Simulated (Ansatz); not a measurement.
Values for one crystal, relaxed and computed with LDA in the plane-wave PAW code Ansatz; other levels are named.

* **Volume per atom**: 18.58 Å³
* **Band gap**: 2.12 eV (direct)
* **Zero-point energy**: 41.2 meV/atom
* **Mechanical stability**: stable (all eigenvalues of C positive)
* **Electron effective mass**: 0.17 mₑ (isotropic)
* **Static dielectric constant ε0 (ions relaxed, cell fixed)**: 8.80
* **Hole effective mass, band 2 of 3 at the edge**: 0.63 along [100], 0.63 along [110], 1.4 along [111] (mₑ)

Which of these materials gives this?
A. ZnSe, zinc blende
B. ZnO, wurtzite
C. ZnS, zinc blende
D. BP, zinc blende

C, ZnS, zinc blende

Space group F-43m (zinc blende). Symmetry was held in the LDA relaxation.

Potentials: the earlier of the program's two PAW sets. The files were generated under PBE; for other functionals the program regenerates the frozen cores, and for LDA and PBEsol the local potential too.
